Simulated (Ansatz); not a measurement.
MnSi (FeSi type, space group P2_13)

```xyz
8
Lattice="4.5182 0.0000 0.0000 0.0000 4.5182 0.0000 0.0000 0.0000 4.5182" Properties=species:S:1:pos:R:3 pbc="T T T"
Mn     0.6164     0.6164     0.6164
Mn     2.8755     1.6427     3.9018
Mn     3.9018     2.8755     1.6427
Mn     1.6427     3.9018     2.8755
Si     3.8187     3.8187     3.8187
Si     1.5596     2.9587     0.6996
Si     0.6996     1.5596     2.9587
Si     2.9587     0.6996     1.5596
```

The slice is a {210} plane (indices of the conventional cell) through the point (0.636, 0.364, 0.864) (fractional), spanned by u = [100] and v = [021] in vectors of this cell: u (4.52 Å) and v (10.10 Å, at 90° to u). It covers one period; positions are fractions (u, v).

These are PBE (plane waves to 420 eV, PAW, scalar-relativistic; Ansatz, a quantum-chemistry and plane-wave program) values and carry that method's errors. k mesh 10×10×10. Inside the PAW spheres the values are not all-electron values, and peaks at nuclei hang on which shells count as valence. MnSi was relaxed with its symmetry unable to fall. Relaxed MnSi ends ferromagnetic. The PAW data are Ansatz's earlier set. The magnetic order is the one the run started from; other orders were not tried.

**Question.** Sketch the valence electron density on this plane as a map.

**Answer.** 
```tsv
v \ u	0.00	0.15	0.31	0.46	0.62	0.77	0.92
0.93	0.2	-0.3	-0.5	-0.4	-0.4	-0.5	0.0
0.86	-0.5	-0.5	-0.6	-0.5	-0.4	-0.4	-0.5
0.79	-0.4	-0.5	-0.5	-0.5	0.6	1.1	-0.3
0.71	-0.5	-0.4	-0.4	-0.5	0.4	0.9	-0.3
0.64	-0.6	0.2	0.2	-0.5	-0.5	-0.5	-0.6
0.57	-0.6	0.2	0.2	-0.4	-0.5	-0.7	-0.7
0.50	-0.4	-0.4	-0.5	-0.5	-0.6	-0.7	-0.5
0.43	-0.6	-0.4	-0.4	0.0	-0.3	-0.5	-0.5
0.36	-0.5	-0.4	-0.3	0.9	0.3	-0.5	-0.4
0.29	-0.7	-0.5	-0.5	-0.2	-0.3	-0.6	-0.7
0.21	-0.6	-0.5	-0.4	-0.5	-0.4	-0.4	-0.6
0.14	-0.5	-0.4	-0.6	-0.6	-0.5	-0.4	-0.4
0.07	0.2	-0.3	-0.7	-0.7	-0.5	-0.4	0.1
0.00	1.5	0.3	-0.5	-0.4	-0.4	-0.4	1.2
```

Values: log₁₀ of the valence density in e/Å³. The scale is logarithmic, as a density can span decades between atoms and voids.
